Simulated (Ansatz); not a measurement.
## How Ge (Fd-3m) stiffens under pressure

```xyz
2
Lattice="0.0000 2.8380 2.8380 2.8380 0.0000 2.8380 2.8380 2.8380 0.0000" Properties=species:S:1:pos:R:3 pbc="T T T"
Ge    2.8380    2.8380    2.8380
Ge    4.2569    4.2569    4.2569
```

This is the zero-pressure cell. At each pressure cell and atoms are relaxed in this structure, and the constants are slopes of the stress at strains of ±0.005 with relaxed ions (the coefficients that govern stability under load). Level: PBEsol, PAW on Ansatz 0.2.0's default frozen-core files (fitted under PBE), scalar-relativistic; k mesh 14×14×14, strains of ±0.005, Fermi-Dirac smearing of 0.050 eV, cutoff 420 eV. P is the pressure of the relaxed cell, less that of this one.

```tsv
P (GPa)	V/V₀	C11 (GPa)	C12 (GPa)	C44 (GPa)
0.00	1.0000	114.1	43.7	57.5
1.00	0.9857	119.2	47.7	59.5
2.01	?	?	?	?
4.03	0.9485	135.5	61.7	64.4
6.98	0.9188	149.1	74.3	67.5
10.00	0.8929	162.0	87.1	69.4
15.00	0.8570	181.6	107.7	70.7
```

Q: Does the bulk modulus from the constants agree with the pressure-volume curve?

A: A third-order Birch-Murnaghan fit to the volumes shown (F against f, f = [(V₀/V)^(2/3) − 1]/2) gives B₀ = 67.0 GPa and B′ = 4.8. Its −V dP/dV stands beside (C11 + 2C12)/3:

```csv
P (GPa),from P(V),from the constants
0.00,67.0,67.2
1.00,71.8,71.5
4.03,85.9,86.3
6.98,99.1,99.3
10.00,112.4,112.1
15.00,133.9,132.3
```

Q: What are the pressure derivatives at zero pressure?

A: Slopes at V₀ of quadratic fits in −ln(V/V₀) through the first four rows shown, divided by B₀: dC11/dP = 5.8, dC12/dP = 4.5, dC44/dP = 2.3. The mean slopes up to 4.0 GPa are 5.3, 4.5, 1.7; curvature and scatter of the constants part the two. The combination (dC11/dP + 2 dC12/dP)/3 = 4.9 stands against B′.

Q: Fill the row at 2.01 GPa.

A: Cubic fits in −ln(V/V₀) through all rows shown give C11 = 125.0, C12 = 52.5, C44 = 61.4 GPa. Computed: V/V₀ = 0.9723, C11 (GPa) = 124.9, C12 (GPa) = 52.5, C44 (GPa) = 61.4.

Q: Does a shear stiffness soften?

A: C44 goes from 57.5 to 70.7 GPa; (C11 − C12)/2 goes from 35.2 to 37.0 GPa, through a maximum of 37.4 near 10 GPa. Neither ends more than 3 % under its start, and the lattice stays mechanically stable over this range.

Limits of these numbers: no other phase was computed; many crystals of this kind change structure within this range, and rows or crossings beyond such a change describe a metastable lattice; frozen-core PAW files fitted under PBE, their cores solved anew for the functional of the run; the gap is closed or tiny at this level, so small that the run used smearing; responses move with mesh and smearing; phonons weren't checked at these pressures.
